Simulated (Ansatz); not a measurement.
**One atom moved along a line in Ta₂O₅**

Computed with Ansatz 0.2.0, DFT PBEsol, scalar-relativistic, plane waves, PAW. The runs took a 420 eV cutoff, a Γ-centred 8×8×8 mesh and Gaussian smearing (0.05 eV). Spin–orbit coupling is left out, which matters for the heavy elements here. No spin polarisation. Energies are free energies at this smearing, counted from the undisturbed cell; pressure is positive in compression.

Zero of the scan (relaxed at this level; it needn't be the usual structure):

```xyz
7
Lattice="-2.6204 2.6204 4.7914 2.6204 -2.6204 4.7914 2.6204 2.6204 -4.7914" Properties=species:S:1:pos:R:3 pbc="T T T"
Ta    0.0000    0.0000    1.8844
Ta    0.0000    0.0000    7.6985
O     0.0000    0.0000    0.0000
O    -1.3102    1.3102    2.3957
O     1.3102   -1.3102    2.3957
O     1.3102    1.3102   -2.3957
O     1.3102    1.3102    2.3957
```

Atom 1 (Ta) is moved by x along the Cartesian unit vector (0.000, 0.000, -1.000); the cell and all other atoms stay fixed.

| x (Å) | ΔE (meV/cell) | force along x on the moved atoms (eV/Å) | pressure (GPa) | gap on the mesh (eV) |
| --- | --- | --- | --- | --- |
| -0.3000 | ? | 5.78 | ? | 2.01 |
| -0.2250 | ? | 5.27 | ? | 1.94 |
| -0.1500 | 355.3 | 4.22 | 1.1 | 1.85 |
| -0.0750 | 99.0 | 2.50 | 0.4 | 1.75 |
| 0.0000 | 0.0 | 0.00 | 0.0 | 1.64 |
| 0.0750 | 123.3 | -3.46 | 0.2 | 1.52 |
| 0.1500 | 549.0 | ? | ? | 1.38 |
| 0.2250 | 1376.9 | -14.24 | 3.0 | 1.23 |
| 0.2625 | 1979.7 | -17.99 | 4.4 | 1.15 |
| 0.3000 | 2732.7 | -22.27 | 6.1 | 1.06 |

(1) Give the withheld values.

Results:

(1) ΔE (meV/cell) at x (Å) = -0.3000: 1132.3; pressure (GPa) at x (Å) = -0.3000: 2.8; ΔE (meV/cell) at x (Å) = -0.2250: 714.8; pressure (GPa) at x (Å) = -0.2250: 2.0; force along x on the moved atoms (eV/Å) at x (Å) = 0.1500: -8.11; pressure (GPa) at x (Å) = 0.1500: 1.1.